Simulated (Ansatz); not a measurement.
Au (fcc, Cu type)

```xyz
2
Lattice="0.0000 4.1572 4.1572 2.0786 2.0786 4.1572 2.0786 2.0786 0.0000" Properties=species:S:1:pos:R:3 pbc="T T T"
Au     0.0000     0.0000     0.0000
Au     2.0786     4.1572     6.2358
```

A phonon eigenvector at X = (0.5, 0.5, 0.0) is frozen into this cell: atom i moves by Q times the vector below, so Q is the largest atomic displacement, in Å. The cell is held. (q is in reciprocal vectors of the primitive cell; the cell shown is doubled to hold the pattern.)

| atom | x | y | z |
|---|---|---|---|
| Au1 | 0.000 | 0.000 | -1.000 |
| Au2 | 0.000 | 0.000 | 1.000 |

Level of theory: PBE (plane waves to 420 eV, PAW, scalar-relativistic; Ansatz, a quantum-chemistry and plane-wave program). k mesh 19×19×19 (Γ-centred), Fermi-Dirac smearing 0.05 eV. Energies are smeared free energies. With partly filled bands, energies and forces of such displacements shift with the k mesh and the smearing. Au was relaxed with its symmetry unable to fall. Spin-orbit coupling is left out, though Au is heavy. The zero of ΔE is the undisplaced structure. The last digit holds for this mesh only.

```csv
Q (Å),ΔE (meV/cell)
-0.2800,1175.1
-0.2333,785.9
-0.1867,withheld
-0.1400,265.2
-0.0933,115.3
-0.0467,28.5
0.0000,0.0
0.0467,28.5
0.0933,115.3
0.1400,265.2
0.1867,withheld
0.2333,785.9
0.2800,1175.1
```

**Question.** Fit an even polynomial form (powers 2, 4, 6) to the given rows and predict ΔE at Q = 0.1867.

**Answer.** Least squares on the 11 given rows: ΔE = (12970)·Q² + (29630)·Q⁴ + (-50320)·Q⁶, in meV/cell with Q in Å; root-mean-square residual 0.22 meV/cell. At 0.1867 the fit gives 486.0 meV/cell; the calculation gives 485.8 meV/cell, so the interpolation is off by 0.2 (+0.0 %). The quadratic term alone would give 452.1 meV/cell.

(For displaced atoms, the force is minus the slope of the energy, and its curvature is a force constant, which sets phonon frequencies.)
